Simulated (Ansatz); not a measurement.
Consider the following.

NiGe:
```yaml
crystal:
  lattice:
    - [5.23027, 0.00000, 0.00000]
    - [0.00000, 3.43245, 0.00000]
    - [0.00000, 0.00000, 5.67516]
  atoms:
    - { symbol: Ni, position: [0.50716, 0.25000, 0.69029] }
    - { symbol: Ni, position: [0.49284, 0.75000, 0.30971] }
    - { symbol: Ni, position: [0.99284, 0.75000, 0.19029] }
    - { symbol: Ni, position: [0.00716, 0.25000, 0.80971] }
    - { symbol: Ge, position: [0.68993, 0.25000, 0.08986] }
    - { symbol: Ge, position: [0.31007, 0.75000, 0.91014] }
    - { symbol: Ge, position: [0.81007, 0.75000, 0.58986] }
    - { symbol: Ge, position: [0.18993, 0.25000, 0.41014] }
```

This is the LDA-relaxed structure. x, y and z are the axes in which the lattice vectors are written.

Question: All from LDA in the plane-wave PAW code Ansatz, unless another level is named. Give the Young's modulus.

Answer: 191 GPa.

Question: Next, the highest zone-centre frequency?

Answer: 288 cm⁻¹.

Question: What about the elastic constants (relaxed ions, GPa)?

Answer: C11 = 247, C22 = 219, C33 = 203, C12 = 166, C13 = 125, C23 = 127, C44 = 80.0, C55 = 124, C66 = 126.

Space group Pnma. The LDA relaxation kept the symmetry of its start. The run is not spin-polarised. As this level gives no gap, shear constants depend on the k-mesh and smearing (Fermi–Dirac, 0.1 eV here). As this level gives no gap, phonon frequencies hold no LO–TO term and depend on the k-mesh and smearing (Fermi–Dirac, 0.1 eV here). On the denser mesh and wider smearing of the elastic run this cell carries a stress of 0.5 GPa.

Potentials: the later of the program's two PAW sets.
